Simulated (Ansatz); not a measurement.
## Profile along the Al–Ru line in AlRu (CsCl type)

AlRu (CsCl type)

```yaml
crystal:
  lattice:
    - [2.97635, 0.00000, 0.00000]
    - [0.00000, 2.97635, 0.00000]
    - [0.00000, 0.00000, 2.97635]
  atoms:
    - { symbol: Al, position: [0.00000, 0.00000, 0.00000] }
    - { symbol: Ru, position: [0.50000, 0.50000, 0.50000] }
```

Fields along a shortest Al–Ru line of a {110} plane (2.58 Å), from Al to Ru, interpolated on the slice's grid (step about 0.2 Å). Level of theory: PBEsol (plane waves to 420 eV, PAW, scalar-relativistic; Ansatz, a program for electronic structure). k mesh 16×16×16. These are valence fields of a PAW run, semicore shells included where kept as valence: close to a nucleus they are smooth pseudo fields. AlRu is run without spin polarisation. AlRu was relaxed with its symmetry unable to fall.

```json
[
 {"distance from Al (Å)": "0.00", "valence electron density (e/Å³)": "0.06", "electron localisation function": "x"},
 {"distance from Al (Å)": "0.13", "valence electron density (e/Å³)": "0.06", "electron localisation function": "x"},
 {"distance from Al (Å)": "0.26", "valence electron density (e/Å³)": "0.07", "electron localisation function": "x"},
 {"distance from Al (Å)": "0.39", "valence electron density (e/Å³)": "0.08", "electron localisation function": "x"},
 {"distance from Al (Å)": "0.52", "valence electron density (e/Å³)": "0.11", "electron localisation function": "0.03"},
 {"distance from Al (Å)": "0.65", "valence electron density (e/Å³)": "0.16", "electron localisation function": "0.15"},
 {"distance from Al (Å)": "0.77", "valence electron density (e/Å³)": "0.22", "electron localisation function": "0.34"},
 {"distance from Al (Å)": "0.90", "valence electron density (e/Å³)": "0.26", "electron localisation function": "0.47"},
 {"distance from Al (Å)": "1.03", "valence electron density (e/Å³)": "0.29", "electron localisation function": "0.50"},
 {"distance from Al (Å)": "1.16", "valence electron density (e/Å³)": "0.32", "electron localisation function": "0.45"},
 {"distance from Al (Å)": "1.29", "valence electron density (e/Å³)": "0.37", "electron localisation function": "0.38"},
 {"distance from Al (Å)": "1.42", "valence electron density (e/Å³)": "0.47", "electron localisation function": "0.32"},
 {"distance from Al (Å)": "1.55", "valence electron density (e/Å³)": "0.68", "electron localisation function": "0.33"},
 {"distance from Al (Å)": "1.68", "valence electron density (e/Å³)": "1.18", "electron localisation function": "0.43"},
 {"distance from Al (Å)": "1.81", "valence electron density (e/Å³)": "2.29", "electron localisation function": "0.57"},
 {"distance from Al (Å)": "1.94", "valence electron density (e/Å³)": "4.15", "electron localisation function": "0.67"},
 {"distance from Al (Å)": "2.06", "valence electron density (e/Å³)": "6.37", "electron localisation function": "0.69"},
 {"distance from Al (Å)": "2.19", "valence electron density (e/Å³)": "8.33", "electron localisation function": "x"},
 {"distance from Al (Å)": "2.32", "valence electron density (e/Å³)": "9.57", "electron localisation function": "x"},
 {"distance from Al (Å)": "2.45", "valence electron density (e/Å³)": "10.05", "electron localisation function": "x"},
 {"distance from Al (Å)": "2.58", "valence electron density (e/Å³)": "10.12", "electron localisation function": "x"}
]
```

x: too close to a nucleus for the ELF to mean much.

Density on the Al–Ru line (2.58 Å) at its midpoint: 0.37 e/Å³. ELF at that point: 0.4.
